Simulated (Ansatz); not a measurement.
AlNi3 (Cu3Au type)

```xyz
4
Lattice="3.5668 0.0000 0.0000 0.0000 3.5668 0.0000 0.0000 0.0000 3.5668" Properties=species:S:1:pos:R:3 pbc="T T T"
Al     0.0000     0.0000     0.0000
Ni     0.0000     1.7834     1.7834
Ni     1.7834     0.0000     1.7834
Ni     1.7834     1.7834     0.0000
```

Equation-of-state scan: isotropic scaling of the cell above, V₀ being its volume. Symmetry pins the atoms to their sites.

Method: PBE (plane waves to 420 eV, PAW, scalar-relativistic; Ansatz, a program for electronic structure). k mesh 13×13×13 (Γ-centred), Fermi-Dirac smearing 0.05 eV. The energy includes the smearing's −TS. Stress and pressure are positive under compression. AlNi3 was relaxed with its symmetry unable to fall. Relaxed AlNi3 ends ferromagnetic. The magnetic order is the one the run started from; other orders were not tried. ΔE is measured from the relaxed starting cell. The last digit holds for this mesh only.

```csv
V (Å³/atom),ΔE (meV/atom)
10.664,26.0
10.834,14.2
11.004,withheld
11.174,1.5
11.345,0.0
11.515,1.4
11.685,5.5
11.855,12.0
12.025,20.8
```

Problem. Fit a third-order Birch-Murnaghan form (E₀, V₀, B₀, B₀′ free) to the given rows and predict ΔE at V = 11.004.

Solution. Least squares on the 8 given rows: ΔE = E₀ + (9V₀B₀/16)·y²·[2 + (B₀′ − 4)y], y = (V₀/V)^(2/3) − 1, with V₀ = 11.345 Å³/atom, B₀ = 181.9 GPa (160.2 GPa = 1 eV/Å³; the term in eV is multiplied by 1000), B₀′ = 4.56, E₀ = 0.00 meV/atom; root-mean-square residual 0.02 meV/atom. At 11.004 the fit gives 6.2 meV/atom; the calculation gives 6.1 meV/atom, so the interpolation is off by 0.1 (+1.6 %). For the pressure the fit gives 6.0 GPa against the computed 5.9 GPa.

(Under strain, the slope of the energy per volume gives the stress and its curvature an elastic modulus.)
